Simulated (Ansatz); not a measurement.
VCo₄: a run of Ansatz with trial settings.

```yaml
crystal:
  lattice:
    - [1.2593400447, 0.7270803138, 10.2793119809]
    - [-1.2593400447, 0.7270803138, 10.2793119809]
    - [0.0, -1.4541606276, 10.2793119809]
  atoms:
    - { symbol: V, position: [0.0, 0.0, 0.0], spin: -0.37 }
    - { symbol: Co, position: [0.401929, 0.401929, 0.401929], spin: 1.22 }
    - { symbol: Co, position: [0.800669, 0.800669, 0.800669], spin: 1.84 }
    - { symbol: Co, position: [0.199331, 0.199331, 0.199331], spin: 1.84 }
    - { symbol: Co, position: [0.598071, 0.598071, 0.598071], spin: 1.22 }
basis:
  ecutwfc: 420
kpoints:
  mp_grid: { kspacing: 0.78 }
hamiltonian:
  xc: pbe
scf:
  occupations: { method: cold, width: 0.31 }
  lower_state_search: "off"
output:
  forces: true
  stress: true
  eigenvalues: true
  populations: true
magnetization:
  spin_polarized: true
```

Command:

```bash
ansatz run input.yaml --threads 1 --pin off --max-ram 1331MiB --backend cpu --events-out ev --progress --plain --runs-dir out
```

Output, shortened (HF is the Harris–Foulkes energy, dr2 the density residual in eV):

```text
basis.fft_grid_basis auto: the FFT boxes are laid along the combinations [[1, 0, -1], [0, 1, -1], [0, 0, 1]] of the cell's own vectors, 2.519, 2.519 and 10.382 Å long. The dense box has 18×18×72 points. Along the cell's own vectors, as sized, it would have 72×72×72, 16.00 times as many. Of the 12 symmetry operations that the crystal satisfies within crystal.symmetry.tolerance (time reversal apart …
Pseudopotential: V, paw, valence charge 13, recommended cutoff 420 eV (normal)
Pseudopotential: Co, paw, valence charge 17, recommended cutoff 420 eV (normal)
Crystal: 5 atoms, lattice volume = 56.473 Å³
Basis set: ecut = 420 eV, 1121 PW (Γ), FFT grids on a1−a3, a2−a3, a3, exchange–correlation on 36×36×144 points (8 copies of the dense FFT grid, shifted against one another)
Bands: 53, of which v1, the nominal top of the filled ones, is band 41 counted from 1 (40 counted from 0)
Symmetry: 12 space group operations
Space group: R-3m (ITA 166), of the structure as read, at distance tolerance 3.8e-5 Å
k-points: 13 of 64
Initial density: superposition of atomic densities
Starting moments: Σ|m| = 6.49 μB on 5 of 5 sites
SCF iter   1: HF=-23417.103845 eV  Δρ=9.62e-2 (↑2.99e-2 ↓9.62e-2) dr2=1.84e1  dr2_m=9.27e-1  M=5.090 μB ∫|m|=5.853 μB
spin=Collinear: Kerker preconditioning applied to the charge; magnetization (m = ρ↑ − ρ↓) channel mixes plain (no charge-response kernel on spin).
SCF iter   2: HF=-23417.475987 eV  S|Δr|=    0.00e0  Δρ=1.57e-1 (↑7.71e-2 ↓1.57e-1) dr2=3.30e1  dr2_m=1.37e0  M=4.080 μB ∫|m|=4.967 μB
SCF iter   3: HF=-23416.910773 eV  S|Δr|=    0.00e0  Δρ=8.94e-2 (↑2.08e-2 ↓8.94e-2) dr2=1.10e1  dr2_m=9.14e-1  M=4.854 μB ∫|m|=5.741 μB
SCF iter   4: HF=-23416.718162 eV  S|Δr|=    0.00e0  Δρ=3.43e-2 (↑1.60e-2 ↓3.43e-2) dr2=4.03e0  dr2_m=2.23e-1  M=4.775 μB ∫|m|=5.765 μB
   ...
SCF iter  25: HF=-23416.699745 eV  S|Δr|=    0.00e0  Δρ=2.57e-5 (↑2.57e-5 ↓1.70e-5) dr2=8.54e-8  dr2_m=2.28e-7  M=3.818 μB ∫|m|=4.888 μB
SCF iter  26: HF=-23416.699745 eV  S|Δr|=    0.00e0  Δρ=1.13e-5 (↑8.06e-6 ↓1.13e-5) dr2=1.39e-7  dr2_m=1.29e-8  M=3.818 μB ∫|m|=4.888 μB
SCF iter  27: F=-23416.699745 eV  HF=-23416.699745 eV  S|Δr|=    0.00e0  Δρ=8.57e-6 (↑4.46e-6 ↓8.57e-6) dr2=8.17e-8  dr2_m=7.30e-9  M=3.818 μB ∫|m|=4.887 μB
SCF 1 converged in 27 iterations: F = -23416.699745 eV  dr2 = 8.17e-8
this state was not tested for a lower state beside it, because cold or Methfessel-Paxton smearing, or corrected tetrahedra, fill the levels in a way that the test cannot read (fill_not_monotonic; see scf.lower_state_search)
SCF converged after 27 iterations
Magnetization: 3.8181 μB (42.4091 up, 38.5909 down)
Absolute magnetization: 4.8895 μB (∫|ρ↑−ρ↓|, with the PAW one-centre terms)
Per-site moments (μB) at R_I (Å): [(-0.2212, 1.0389), (0.4958, 1.0256), (1.6654, 1.0248), (1.6654, 1.0248), (0.4958, 1.0256)]
Free energy (F): -23416.699745 eV
E sigma→0 (E₀):  -23416.717807 eV
Entropy (-TS):   0.054186 eV (10.837 meV/atom)
Fermi energy:    18.362003 eV
--- Forces (eV/Å), atoms counted from 1 ---
  atom   1  V      0.00000000     0.00000000     0.00000000
  atom   2  Co     0.00000000    -0.00000000    -0.30694246
  atom   3  Co    -0.00000000     0.00000000     0.00413315
  atom   4  Co    -0.00000000    -0.00000000    -0.00413315
  atom   5  Co     0.00000000     0.00000000     0.30694246
--- Stress (GPa, compression-positive) ---
       -3.414888       0.000000       0.000000
        0.000000      -3.414888       0.000000
        0.000000       0.000000      -2.373998
  P = ⅓ Tr σ = -3.0679 GPa (-30.679 kbar)
```

The inputs are trials, many of them unsound on purpose. Their numbers show the effect of the settings and aren't properties of the material.